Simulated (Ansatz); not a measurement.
## PPbBr in Ansatz, single run

Input:

```yaml
crystal:
  lattice:
    - [4.304655, 0.0, 0.0]
    - [0.0, 4.304655, 0.0]
    - [0.0, 0.0, 7.816347]
  atoms:
    - { symbol: Pb, position: [0.0, 0.5, 0.195] }
    - { symbol: Pb, position: [0.5, 0.0, 0.805] }
    - { symbol: Br, position: [0.0, 0.5, 0.65] }
    - { symbol: Br, position: [0.5, 0.0, 0.35] }
    - { symbol: P, position: [0.5, 0.5, 0.0] }
    - { symbol: P, position: [0.0, 0.0, 0.0] }
  symmetry: { tolerance: 0.0003 }
kpoints:
  mp_grid: { grid: [6, 6, 4], shift: [0, 0, 0] }
magnetization:
  spin_polarized: false
scf:
  occupations: { method: fermi_dirac }
hamiltonian:
  pseudopotentials: { kind: paw }
  xc: pbe
basis:
  ecutwfc: 500
output:
  forces: true
  stress: true
  eigenvalues: true
```

Launch command:

```bash
ansatz run input.yaml --threads 1 --pin off --max-ram 2560MiB --backend cpu --events-out ev --progress --plain --runs-dir out
```

Origin of the cell: a known structure type with other elements, at an estimated volume, so it need not be a known compound.

The smearing width isn't typed, so it takes its default of 0.1 eV.

Output (shortened):

```
Pseudopotentials: kind: paw
Pseudopotential: Pb, paw, valence charge 14, recommended cutoff 420 eV (normal), Pb.paw.azcp
Pseudopotential: Br, paw, valence charge 7, recommended cutoff 420 eV (normal), Br.paw.azcp
Pseudopotential: P, paw, valence charge 5, recommended cutoff 420 eV (normal), P.paw.azcp
Functional definition: PBE
  exchange = pbe_x(kappa = kappa, mu = beta*pi^2/3)
  correlation = pbe_c(beta = beta)
Crystal: 6 atoms, lattice volume = 144.837 Å³
Basis set: ecut = 500 eV, 3693 PW (Γ), exchange–correlation on 64×64×120 points (8 copies of the dense FFT grid, shifted against one another)
Bands: 32, of which v1, the nominal top of the filled ones, is band 26 counted from 1 (25 counted from 0)
Symmetry: 16 space group operations
Space group: P4/nmm (ITA 129), of the structure as read, at distance tolerance 1.6e-3 Å
[… 7 lines left out …]
Initial density: superposition of atomic densities (neutral atoms: chi_scale 0, normalization atom), corrected by the library's trained network
Functional: x = pbe(κ = 0.804, μ = 0.219515), c = pbe(β = 0.066725)
SCF iter   1: F=—  HF=-30889.014583 eV  Δρ=3.47e-3  dr2=4.83e-2
SCF iter   2: F=—  HF=-30889.012602 eV  Δρ=1.84e-3  dr2=1.04e-2
SCF iter   3: F=—  HF=-30889.011679 eV  Δρ=4.45e-4  dr2=1.16e-3
SCF iter   4: F=—  HF=-30889.011591 eV  Δρ=1.70e-4  dr2=1.17e-4
SCF iter   5: F=—  HF=-30889.011592 eV  Δρ=3.31e-5  dr2=4.48e-6
SCF iter   6: F=—  HF=-30889.011590 eV  Δρ=1.22e-5  dr2=3.61e-7
SCF iter   7: F=-30889.011591 eV  HF=-30889.011591 eV  Δρ=3.95e-6  dr2=8.02e-8
SCF 1 converged in 7 iterations: F = -30889.011591 eV  dr2 = 8.02e-8
SCF converged after 7 iterations
Free energy (F): -30889.011591 eV
Harris-Foulkes:  -30889.011591 eV  (|F-HF|=2.25e-8)
Internal energy: -30888.902446 eV  (E = F + TS)
E sigma→0 (E₀):  -30888.957018 eV
Entropy (-TS):   -0.109144 eV (-18.191 meV/atom)
Fermi energy:    7.633181 eV
--- Per-component energies (eV) ---
  E_band       = -99.182331
  E_kinetic    = 991.504212
  E_local      = -3055.281735  (includes V_loc(G=0)·N_el)
  E_nonlocal   = 911.310181
  E_hartree    = 1179.554972
  E_xc         = -1094.028052
  E_vxc        = -594.614986  (∫ρ·V_xc dr)
  E_paw        = -26445.737996  (= ΣΔE_a)
  E_vpaw       = -711.217089  (= ΣTr[D̂ρ^β])
  E_aug_tail   = 0.000038  (compensation charges beyond the density's cutoff)
  E_ewald      = -3376.224068
  E_smearing   = -0.109144  (= −TS)
  Σ components = -30889.011591   (vs F -30889.011591, Δ=0.00e0)
--- Forces (eV/Å), atoms counted from 1 ---
  atom   1  Pb     0.000000     0.000000     3.155459
  atom   2  Pb     0.000000     0.000000    -3.155459
  atom   3  Br     0.000000     0.000000    -0.251080
  atom   4  Br     0.000000     0.000000     0.251080
  atom   5  P      0.000000     0.000000     0.000000
  atom   6  P      0.000000     0.000000     0.000000
  max |Σ_I F_I| component: 5.55e-17 eV/Å
--- Stress (GPa, compression-positive) ---
        9.837446       0.000000       0.000000
        0.000000       9.837446       0.000000
        0.000000       0.000000      13.493740
  P = ⅓ Tr σ = 11.0562 GPa (110.562 kbar)
```

Caveats: no spin-orbit coupling, though heavy elements are present.

Time: 7.5 s on 1 thread of Intel(R) Xeon(R) Platinum 8488C (Sapphire Rapids), on a shared host, peak memory 0.51 GiB, from the program's own first density.
